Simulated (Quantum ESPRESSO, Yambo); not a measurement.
# K2S at +1 % isotropic strain: DFT and GW levels

```xyz
3
Lattice="0.0000 3.7039 3.7039 3.7039 0.0000 3.7039 3.7039 3.7039 0.0000" Properties=species:S:1:pos:R:3 pbc="T T T"
S      0.0000     0.0000     0.0000
K      5.5558     5.5558     5.5558
K      1.8519     1.8519     1.8519
```

The PBEsol cell relaxed from Materials Project entry mp-1022 was given an isotropic strain of +1 % on all lattice vectors, and the atoms were relaxed again.

Starting point: PBEsol (pw.x of Quantum ESPRESSO, ONCV potentials, no spin-orbit coupling). G0W0 in Yambo: 4×4×4 Γ-centred k mesh, 180 bands and a 8 Ry block in the screening, 180 bands in G with the Bruneval-Gonze terminator, plasmon pole fitted at 27.2 eV.

| Item | Value |
|---|---|
| PBEsol gap along the band path | 2.28 eV |
| PBEsol gap between the mesh's edge points (X → Γ) | 2.28 eV |
| G0W0 gap between the same points | 4.14 eV |
| PBEsol smallest direct gap on the mesh (at Γ) | 2.48 eV |
| G0W0 direct gap at that point | 4.30 eV |

```json
[
 {"k point": "Γ", "band": "VB", "E PBEsol (eV)": "-0.20", "E QP (eV)": "-1.72", "shift (eV)": "-1.52", "Z": "0.79"},
 {"k point": "Γ", "band": "CB", "E PBEsol (eV)": "2.28", "E QP (eV)": "2.58", "shift (eV)": "0.30", "Z": "0.85"},
 {"k point": "L", "band": "VB", "E PBEsol (eV)": "-0.07", "E QP (eV)": "-1.61", "shift (eV)": "-1.54", "Z": "0.79"},
 {"k point": "L", "band": "CB", "E PBEsol (eV)": "4.63", "E QP (eV)": "5.05", "shift (eV)": "0.42", "Z": "0.84"},
 {"k point": "X", "band": "VB", "E PBEsol (eV)": "0.00", "E QP (eV)": "-1.56", "shift (eV)": "-1.56", "Z": "0.79"},
 {"k point": "X", "band": "CB", "E PBEsol (eV)": "3.42", "E QP (eV)": "3.80", "shift (eV)": "0.38", "Z": "0.85"}
]
```

Energies count from the PBEsol valence-band maximum.

Convergence of the G0W0 settings was not tested.
